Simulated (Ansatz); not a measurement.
AlPd:
```
CELL_PARAMETERS angstrom
      4.84989     0.00000     0.00000
      0.00000     4.84989     0.00000
      0.00000     0.00000     4.84989
ATOMIC_POSITIONS crystal
  Al 0.84435 0.84435 0.84435
  Al 0.65565 0.15565 0.34435
  Al 0.34435 0.65565 0.15565
  Al 0.15565 0.34435 0.65565
  Pd 0.14754 0.14754 0.14754
  Pd 0.35246 0.85246 0.64754
  Pd 0.64754 0.35246 0.85246
  Pd 0.85246 0.64754 0.35246
```

Relaxed with PBEsol. Special points in fractions of this cell's reciprocal vectors: Γ (0.000, 0.000, 0.000); X (0.000, 0.500, 0.000); M (0.500, 0.500, 0.000); R (0.500, 0.500, 0.500); X1 (0.500, 0.000, 0.000).

Problem. List the band energies nearest the Fermi level at these points for PBEsol in the plane-wave PAW code Ansatz.

Solution. In eV from the Fermi level; about four levels below and three above (degenerate sets whole), none deeper than 8.9 eV; points with the same levels are listed once.

| k | below | above |
|---|---|---|
| Γ | -1.53 -1.53 -1.53 -0.37 -0.37 -0.37 | 4.03 4.03 4.03 |
| X | -1.52 -1.52 -0.54 -0.54 | 1.33 1.33 2.19 2.19 |
| M | -2.50 -2.50 -2.32 -2.32 | 0.42 0.42 0.98 0.98 |
| R | -0.99 -0.99 -0.99 -0.99 | 6.78 6.78 6.78 6.78 |

Space group P2_13. The workflow started from a Materials Project entry (that database holds measured and hypothetical structures alike); the Crystallography Open Database copy checked does not list it. With Al and Pd taken as one species the cell has the higher symmetry Pa-3, so it may be an ordered model of a mixed-site phase. Its standing as an ambient phase is unchecked. Symmetry was held in the PBEsol relaxation; of distortions, only those at the zone centre were tested. No spin polarisation was allowed. Scalar-relativistic: spin–orbit coupling is off unless named, which matters more the heavier the elements.

Potentials: the earlier of the program's two PAW sets.
